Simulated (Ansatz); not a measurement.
BaNiF6 in space group R-3m (No. 166; Ba on 3b, Ni on 3a, F on 18h) at seven volumes, the program Ansatz at the r²SCAN level (PAW), shape and atoms relaxed at each. One row is withheld.

```json
[
 {"V (Å³/atom)": "12.255", "P (GPa)": "7.38"},
 {"V (Å³/atom)": "12.659", "P (GPa)": "?"},
 {"V (Å³/atom)": "13.063", "P (GPa)": "1.96"},
 {"V (Å³/atom)": "13.467", "P (GPa)": "0.00"},
 {"V (Å³/atom)": "13.871", "P (GPa)": "-1.56"},
 {"V (Å³/atom)": "14.275", "P (GPa)": "-2.79"},
 {"V (Å³/atom)": "14.679", "P (GPa)": "-3.72"}
]
```

Q: Fit the shown pressures and predict the withheld one.

A: Third-order Birch–Murnaghan: P = (3/2)B₀(x^(7/2) − x^(5/2))[1 + (3/4)(B′ − 4)(x − 1)] with x = (V₀/V)^(2/3). Least squares on the six rows gives V₀ = 13.467 Å³/atom, B₀ = 57.68 GPa, B′ = 6.55. At V = 12.659, x = 1.0421 and P = 4.36 GPa. The run itself gave 4.39 GPa.

The workflow started from a Materials Project entry (that database holds measured and hypothetical structures alike); the Crystallography Open Database copy checked does not list it. Whether it is the stable phase at ambient conditions was not checked. The cell was relaxed with r²SCAN under the symmetry of its start; its stability against distortions is not shown here. The run is not spin-polarised. No Hubbard U is applied. Scalar-relativistic: spin–orbit coupling is off unless named, which matters more the heavier the elements.

Potentials: the later of the program's two PAW sets.
